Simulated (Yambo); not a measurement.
G0W0@PBEsol for Cs2KYF6 (space group Fm-3m, No. 225) in Yambo. Reference settings: 2×2×2 Γ-centred k mesh, 409 bands and a 8 Ry block in the screening, 409 bands in G with the Bruneval-Gonze terminator, plasmon pole fitted at 27.2 eV. The PBEsol gap Γ → Γ on this mesh is 6.33 eV; G0W0 gaps are taken between the same points.

The settings were changed. The gap went from 9.68 eV to 9.51 eV, and the shift of the valence edge from -2.33 eV to -2.04 eV.

Question: Which change was made?
A. 260 bands in W, 260 bands in G
B. no random integration
C. 3 Ry block
D. no terminator

Answer: B, no random integration. The others gave (gap, valence shift): 3 Ry block: 9.89, -2.65 eV; no terminator: 9.57, -2.17 eV; 260 bands in W, 260 bands in G: 9.70, -2.29 eV.

Geometry of the Materials Project entry, not relaxed at this level; primitive cell a = 6.803 Å, b = 6.803 Å, c = 6.803 Å, α = 60.00°, β = 60.00°, γ = 60.00°.

A shift is the quasiparticle energy of the state minus its PBEsol energy.
